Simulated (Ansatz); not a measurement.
Relaxed-ion elastic tensor of PtAu in space group R-3m (No. 166; Pt on 3b, Au on 3a) in GPa (Voigt order), LDA in the plane-wave PAW code Ansatz; density 20.87 g/cm³, 15.60 Å³ per atom.

```tsv
	1	2	3	4	5	6
1	366	201	196	-11.1	0.0	0.0
2	201	366	196	11.1	0.0	0.0
3	196	196	322	0.0	0.0	0.0
4	-11.1	11.1	0.0	31.9	0.0	0.0
5	0.0	0.0	0.0	0.0	31.9	-11.1
6	0.0	0.0	0.0	0.0	-11.1	82.6
```

**Question.** Is the crystal mechanically stable?

**Answer.** Yes: the smallest eigenvalue of C is 29.6 GPa.

**Question.** Work out the Voigt, Reuss and Hill averages.

**Answer.** K_V = 249, K_R = 247, K_H = 248; G_V = 60.1, G_R = 47.5, G_H = 53.8 GPa.

**Question.** Give Young's modulus, Poisson's ratio, Pugh's ratio and the universal anisotropy index.

**Answer.** E = 9KG/(3K + G) = 151 GPa; ν = 0.40; K/G = 4.61 (ductile by the Pugh limit of 1.75); A_U = 5G_V/G_R + K_V/K_R − 6 = 1.33.

**Question.** Estimate the sound speeds and the Debye temperature.

**Answer.** v_l = √((K + 4G/3)/ρ) = 3910 m/s, v_t = √(G/ρ) = 1610 m/s, mean 1820 m/s; Θ = (h/k)(3n/4πV)^(1/3) v_m = 217 K.

**Question.** Solve the Christoffel equation for the three sound speeds along x, y, z.

**Answer.** Eigenvalues of C_ijkl n_j n_l equal ρv². In km/s, slowest first: x 1.19, 2.02, 4.19; y 1.23, 1.99, 4.19; z 1.24, 1.24, 3.93.

**Question.** How much does each axis shrink under pressure?

**Answer.** Linear compressibilities β_i = Σ_j S_ij (j = 1 to 3): x 1.2, y 1.2, z 1.7 per TPa.

The workflow started from a Materials Project entry (that database holds measured and hypothetical structures alike); the Crystallography Open Database copy checked does not list it. With Pt and Au taken as one species the cell has the higher symmetry Fm-3m, so it may be an ordered model of a mixed-site phase. Its standing as an ambient phase is unchecked. Symmetry was held in the LDA relaxation; its stability against distortions is not shown here. The run is not spin-polarised. As this level gives no gap, shear constants depend on the k-mesh and smearing (Fermi–Dirac, 0.1 eV here). On the denser mesh and wider smearing of the elastic run this cell carries a stress of 0.6 GPa. Scalar-relativistic: spin–orbit coupling is off unless named, which matters more the heavier the elements.

Potentials: the later of the program's two PAW sets.
